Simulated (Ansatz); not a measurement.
## How far is PAW off for Be?

```xyz
4
Lattice="3.7093 0.0000 0.0000 0.0000 3.7093 0.0000 0.0000 0.0000 2.2813" Properties=species:S:1:pos:R:3 pbc="T T T"
Be    1.1032    1.1032    0.0000
Be    2.6062    2.6062    0.0000
Be    0.7515    2.9579    1.1406
Be    2.9579    0.7515    1.1406
```

Atoms are numbered in the order listed.

The conventional cell has a = 3.709 Å, b = 3.709 Å, c = 2.281 Å, α = 90.00°, β = 90.00°, γ = 90.00°. Be (atom 1) is surrounded by 11 Be at 2.13 to 2.28 Å.

The cell is the one relaxed in the Materials Project (mp-1008501), not relaxed further here; entries there can be hypothetical. The listed cell was then made from it by scaling, straining or moving an atom.

All numbers are computed: DFT, PBEsol, PAW with Ansatz's default frozen-core files, scalar-relativistic (Ansatz 0.2.0); DFT, PBEsol, all-electron PAW with datasets made for the crystal, scalar-relativistic (Ansatz 0.2.0); DFT, PBEsol, all-electron LAPW, scalar-relativistic (Ansatz 0.2.0).

For PAW: a Γ-centred 9×9×14 k mesh, Fermi–Dirac smearing of 0.05 eV, cutoff 420 eV, no spin polarisation; the PAW files were made with PBE, and the program remakes their frozen cores for this functional. The crystal-made all-electron datasets (AE datasets) take a cutoff of 240 eV at this cell. LAPW targets a basis error of 1 meV/atom. The Ansatz runs share mesh, smearing and spin set-up. Plane-wave (PAW) pressures include the program's estimate of the Pulay term.

Stress and pressure are positive in compression.

The change that made this cell: equal xx and yy strain of -1 %.

```
              quantity     PAW  AE datasets    LAPW
        pressure (GPa)    1.26         1.16    1.16
       stress xx (GPa)    2.03         1.92    1.93
       stress zz (GPa)   -0.28        -0.38   -0.37
force on Be1, x (eV/Å)  -0.040       -0.040  -0.040
```

PAW's pressure differs from the LAPW value by +0.10 GPa.
